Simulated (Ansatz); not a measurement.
Input and command of a plane-wave DFT calculation in Ansatz:

```yaml
crystal:
  lattice:
    - [-2.4662271967, 2.4662271967, 1.3824360055]
    - [2.4662271967, -2.4662271967, 1.3824360055]
    - [2.4662271967, 2.4662271967, -1.3824360055]
  atoms:
    - { symbol: Si, position: [0.25, 0.75, 0.5] }
    - { symbol: Si, position: [0.5, 0.5, 0.0] }
basis:
  ecutwfc: 500
kpoints:
  mp_grid: { grid: [20, 20, 20] }
hamiltonian:
  xc: r2scan
scf:
  occupations: { method: gaussian, width: 0.15 }
output:
  forces: true
  stress: true
  eigenvalues: true
```

```bash
ansatz run input.yaml --threads 1 --pin off --max-ram 2560MiB --backend cpu --events-out ev --progress --plain --runs-dir out
```

Processor: Intel(R) Xeon(R) Platinum 8259CL CPU @ 2.50GHz (Skylake/Cascade Lake), 1 thread, on a host shared with other jobs.

Question: How long does it run, and how much memory does it take?

Answer: About 25 s on 1 thread of Intel(R) Xeon(R) Platinum 8259CL CPU @ 2.50GHz (Skylake/Cascade Lake), with other jobs on the host, peak memory 0.67 GiB. It solves 8 bands at 641 k points (the mesh reduced by the symmetry that the task leaves, which can be less than the crystal's) with about 845 plane waves, in 6 SCF iterations.
